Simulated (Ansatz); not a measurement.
YSi, first-principles data

YSi:
```cif
data_Si4Y4
_chemical_formula_sum 'Y4 Si4'
_space_group_name_H-M_alt 'I41/amd :1'
_space_group_IT_number 141
_space_group_name_Hall 'I 4bw 2bw -1bw'
_cell_length_a 4.13709
_cell_length_b 4.13709
_cell_length_c 10.32228
_cell_angle_alpha 90.000
_cell_angle_beta 90.000
_cell_angle_gamma 90.000
loop_
_atom_site_label
_atom_site_type_symbol
_atom_site_symmetry_multiplicity
_atom_site_Wyckoff_symbol
_atom_site_fract_x
_atom_site_fract_y
_atom_site_fract_z
_atom_site_occupancy
Y1 Y 4 b 0.00000 0.00000 0.50000 1
Si1 Si 4 a 0.00000 0.00000 0.00000 1
```
(The calculation used a cell of 4 atoms; values per cell refer to that cell.)

Space group I4_1/amd (No. 141); conventional cell a = b = 4.137 Å, c = 10.322 Å, α = β = γ = 90.00°.

Method: plane-wave PAW PBE (Ansatz code). Geometry: relaxed at this level of theory. Other levels are named where they apply.

### Cell and energy

```json
{
 "volume_per_atom": "22.08 Å³",
 "density": "4.40 g/cm³",
 "Formation energy from the elements (no fitted shifts)": "-0.55 eV/atom"
}
```

### Electronic structure

```json
{
 "electronic_character": "metallic (no gap)",
 "Density of states at the Fermi level": "0.38 states/eV per atom (mean over ±0.08 eV)"
}
```

### Mechanics

```json
{
 "Bulk modulus (Birch–Murnaghan fit)": "70.9 GPa",
 "Pressure derivative B′": "3.6"
}
```

A made-up cell: these elements were put on the sites of a structure type; neither database checked (COD, Materials Project) lists it. Whether it is the stable phase at ambient conditions was not checked. Symmetry was held in the PBE relaxation; whether a distortion lowers the energy is not shown. No spin polarisation was allowed. The references are the lowest solids computed at this level, not always the standard phases. Scalar-relativistic: spin–orbit coupling is off unless named, which matters more the heavier the elements.

Potentials: the later of the program's two PAW sets.
